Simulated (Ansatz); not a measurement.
## Sr2C (antifluorite) under strain

Antifluorite Sr2C, relaxed with r2SCAN in the PAW code Ansatz. The symmetry is Fm-3m (No. 225, cubic); conventional cell a = 6.720 Å, 25.29 Å³ an atom. C has 8 Sr at 2.91 Å; Sr has 4 C at 2.91 Å.

The axes x, y and z are those of this cell:
```
C Sr
1.0
     0.00000    3.36014    3.36014
     3.36014    0.00000    3.36014
     3.36014    3.36014    0.00000
C Sr
1 2
Direct
  0.00000 0.00000 0.00000
  0.25000 0.25000 0.25000
  0.75000 0.75000 0.75000
```

Unstrained: With HSE06 the valence top lies at X and the conduction bottom at Γ, 0.350 eV higher; the smallest vertical gap, at X, is 0.402 eV. Meshes: HSE06 4×4×4. Strains are changes of length per length. After each strain the atoms were relaxed again with r2SCAN within the symmetry that the strain leaves, so tilts or polar shifts that break it weren't tested; points keep the names that they have in the unstrained zone. (Calculated; spin-unpolarised; the phase may be known or hypothetical.)

Changes of the least gap in eV (an overlap counts as a negative gap):
```csv
strain,volume change (%),space group,HSE06
uniaxial -2.93 % along [111],-2.9,R-3m,+0.016
uniaxial -3.57 % along x,-3.6,I4/mmm,-0.119
```

Uniaxial -2.93 % along [111], other directions held. HSE06: the gap goes from 0.350 to 0.366 eV (+0.016 eV); it turns from indirect (X → Γ) to direct (X).

Uniaxial -3.57 % along x, other directions held. HSE06: the gap goes from 0.350 to 0.231 eV (-0.119 eV); it turns from indirect (X → Γ) to direct (X).

The meshes of the hybrids are coarse, so their gaps aren't converged to the digits shown.
